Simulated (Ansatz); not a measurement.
**An Ansatz input for BaCINO**

```yaml
crystal:
  lattice:
    - [8.54524, 0.0, 0.0]
    - [0.0, 4.74622, 0.0]
    - [0.0, 0.0, 11.60133]
  atoms:
    - { symbol: Ba, position: [0.769189344, 0.75, 0.6508324077] }
    - { symbol: Ba, position: [0.730810656, 0.25, 0.1508324077] }
    - { symbol: Ba, position: [0.269189344, 0.75, 0.8491675923] }
    - { symbol: Ba, position: [0.230810656, 0.25, 0.3491675923] }
    - { symbol: C, position: [0.6184974373, 0.25, 0.4513339884] }
    - { symbol: C, position: [0.8815025627, 0.75, 0.9513339884] }
    - { symbol: C, position: [0.1184974373, 0.25, 0.0486660116] }
    - { symbol: C, position: [0.3815025627, 0.75, 0.5486660116] }
    - { symbol: I, position: [0.0932026585, 0.25, 0.6430700835] }
    - { symbol: I, position: [0.4067973415, 0.75, 0.1430700835] }
    - { symbol: I, position: [0.5932026585, 0.25, 0.8569299165] }
    - { symbol: I, position: [0.9067973415, 0.75, 0.3569299165] }
    - { symbol: "N", position: [0.3285536483, 0.75, 0.4535169798] }
    - { symbol: "N", position: [0.1714463517, 0.25, 0.9535169798] }
    - { symbol: "N", position: [0.8285536483, 0.75, 0.0464830202] }
    - { symbol: "N", position: [0.6714463517, 0.25, 0.5464830202] }
    - { symbol: O, position: [0.4375820875, 0.75, 0.6453577971] }
    - { symbol: O, position: [0.0624179125, 0.25, 0.1453577971] }
    - { symbol: O, position: [0.9375820875, 0.75, 0.8546422029] }
    - { symbol: O, position: [0.5624179125, 0.25, 0.3546422029] }
kpoints:
  mp_grid: { grid: [3, 5, 2] }
scf:
  occupations: { method: fermi_dirac, width: 0.02 }
  max_iter: 75
hamiltonian:
  xc: pbe
  pseudopotentials: { kind: nc }
output:
  forces: true
  stress: true
  populations: true
  efg:
    quadrupole_moments_barn: { Ba: 0.236, I: -0.68822, "N": 0.02044, O: -0.02558 }
    contact_densities: true
magnetization:
  spin_polarized: true
  spin_orbit: true
```

```sh
ansatz run input.yaml --threads 1 --pin off --max-ram 3072MiB --backend cpu --events-out ev --progress --plain --runs-dir out
```

(1) What happens when this input is run?

Results:

(1) The program refused the input. The input holds spin-orbit coupling on scalar files. The program says:

```
Error: 3 input errors — fix all and re-run
  1. inconsistent input (magnetization.spin_orbit, magnetization.noncollinear): true requires noncollinear: true — spin–orbit coupling acts on 2-spinor wavefunctions; set both flags
  2. inconsistent input (magnetization.spin_orbit, hamiltonian.pseudopotentials.kind): true requires a fully-relativistic hamiltonian.pseudopotentials.kind (nc_fr or paw_fr), or kind: all_electron without datasets and azcp, which then solves Dirac's equation on LAPW. paw_fr resolves this project's PAW files (source: ansatz) by j as it reads them
```

Against a sound input the change was `magnetization`: not typed → {spin_polarized: true, spin_orbit: true}; `hamiltonian.pseudopotentials`: {kind: paw} → {kind: nc}; `scf.max_iter`: not typed → 75.

With the sound settings the run converges and gives V_zz (10²¹ V/m²) Ba 6.73 (η 0.33), C -2.50 (η 0.24), I -3.88 (η 0.46), N -1.02 (η 0.12), O 10.92 (η 0.10). These hold for the positions as typed, which a relaxation reached. Without spin–orbit coupling the gradients at and beside I can be off by some per cent, at some sites by more. The database positions were far from equilibrium, so the relaxed structure may not be the compound's real one.
